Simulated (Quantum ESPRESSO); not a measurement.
# Strain and stress in TaHf3O7N

The results below are calculated, not measured. They come from pw.x of Quantum ESPRESSO 7.5, a plane-wave density functional program, with PseudoDojo standard norm-conserving files (v0.5 for PBE, v0.4.1 for LDA and PBEsol). The cells are made up: elements, strain and atom displacements were drawn at random, and nothing was relaxed. There is no spin polarisation, spin-orbit coupling or dispersion term.

The hafnium file is less sure than the others, with forces about 3 percent (worst 6) and pressure in oxides about 1.5 GPa (worst 2.7) from a second method in checks, which no rerun with the same files tests.

The cell has 12 sites of a fluorite lattice. Sites 1 to 4 hold Ta Hf Hf Hf; sites 5 to 12 hold O O O N O O O O. Cell vectors in Å: (5.195, 0.031, 0.057); (0.031, 5.122, 0.034); (0.057, 0.034, 5.173). Settings: PBE, cutoff 1143 eV, 4 x 4 x 4 k mesh shifted by half a step, Fermi-Dirac smearing of 0.025 eV.

Each run adds the same strain along x and y to one cell, with the atoms carried along; the vectors above are those of run 3. Stress is positive in tension and P is minus a third of its trace. E is the free energy for each atom above the lowest run shown. The last column is band 49 less band 48 at Gamma, from a band step after each run.

```
run  strain (%)  s_xx (GPa)  s_yy (GPa)  s_zz (GPa)  s_xy (GPa)  P (GPa)  E (meV/atom)  level step at Gamma (eV)
  1       -1.16        9.71        3.33       11.62       -1.00    -8.22          0.00                     1.750
  3       -0.19       15.20        9.00       12.83       -1.07   -12.34         12.91                     1.718
  4        0.48       18.70       12.62       13.54       -1.11   -14.95         26.28                     1.681
  5        1.60       24.08       18.20       14.52       -1.17   -18.93         56.22                     1.593
  6        1.92       25.50       19.68       14.75       -1.19   -19.98         66.39                     1.564
  7        2.50       27.98       22.26       15.14       -1.22   -21.79         86.72                     1.505
  2       -0.74           ?           ?           ?           ?        ?             ?                         ?
```

A rerun of one of these cells at 1437 eV and k mesh 6 x 6 x 6 moved values by no more than 0.002 eV in the cell's energy, 0.04 GPa in stress and 0.005 eV/Å in force.

## Worked fit

A parabola through the six runs shown gives s_xx = 16.21 + 5.31 e - 0.243 e² GPa, with e in per cent and a scatter of 0.02 GPa. The slope is a stiffness of 531 ± 1 GPa for each unit of this strain at e = 0, the sum of the responses of s_xx to strain along x and along y. The atoms are clamped, and relaxing them would in general lower it. The error is the larger of the fit's own and the change that a cubic makes, rounded up.

## Withheld run

Question: what s_xx should run 2 give?

The fit gives 12.15 GPa. The calculation gave 12.15 GPa.

| run | strain (%) | s_xx (GPa) | s_yy (GPa) | s_zz (GPa) | s_xy (GPa) | P (GPa) | E (meV/atom) | level step at Gamma (eV) |
| --- | --- | --- | --- | --- | --- | --- | --- | --- |
| 2 | -0.74 | 12.15 | 5.84 | 12.17 | -1.03 | -10.05 | 4.63 | 1.739 |